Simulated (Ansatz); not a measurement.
Polymorphs of RuC, each relaxed with PBE in the plane-wave PAW code Ansatz:

A: P-6m2
a = b = 2.9233 Å, c = 2.6762 Å, α = β = 90.00°, γ = 120.00°

| atom | site | symmetry | x | y | z |
|---|---|---|---|---|---|
| Ru | 1a | -6m2 | 0.0000 | 0.0000 | 0.0000 |
| C | 1f | -6m2 | 0.6667 | 0.3333 | 0.5000 |

B: CsCl type (Pm-3m)
a = 2.659 Å, b = 2.659 Å, c = 2.659 Å, α = 90.00°, β = 90.00°, γ = 90.00°

```
atom  site  symmetry       x       y       z
----  ----  --------  ------  ------  ------
Ru      1a      m-3m  0.0000  0.0000  0.0000
C       1b      m-3m  0.5000  0.5000  0.5000
```

Problem. Order them by energy per atom at 0 K (lowest first) at the level PBE.

Solution. A (+0 meV/atom), B (+533 meV/atom)

Constructed cells (a structure type filled with these elements, in neither database checked): A; B. All cells were relaxed under the symmetry of their starts (and spin orders); stability against distortions was not tested throughout. Rows with no word on spin ran without spin polarisation. Spin–orbit coupling is left out wherever it is not named.

Energies hold the estimated change up to a 700 eV cutoff; steps of a few meV lie near the error of the meshes.

Potentials: the earlier of the program's two PAW sets.
